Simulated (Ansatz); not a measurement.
Here is the system:

NbRh:
Space group P4/mmm (No. 123); a = b = 2.849 Å, c = 3.852 Å, α = β = γ = 90.00°

```
atom  site  symmetry       x       y       z
----  ----  --------  ------  ------  ------
Nb      1a     4/mmm  0.0000  0.0000  0.0000
Rh      1d     4/mmm  0.5000  0.5000  0.5000
```

This is the r²SCAN-relaxed structure.

### Question
All from r²SCAN in the plane-wave PAW code Ansatz, unless another level is named. Estimate the formation energy from the elements (no fitted shifts).

### Answer
-0.45 eV/atom.

### Question
What about the density of states at the Fermi level?

### Answer
0.79 states/eV per atom (mean over ±0.08 eV).

The first step of the workflow began from a Materials Project structure, measured or hypothetical; the Crystallography Open Database files this formula in space group No. 123, but the cells were not matched. Whether it is the stable phase at ambient conditions was not checked. The cell was relaxed with r²SCAN under the symmetry of its start; whether a distortion lowers the energy is not shown. No spin polarisation was allowed. Axis ratios of metals converge slowly with the k-mesh, so a and c are less sure than the volume. The references are the lowest solids computed at this level, not always the standard phases. Spin–orbit coupling is left out wherever it is not named.

Potentials: the later of the program's two PAW sets.
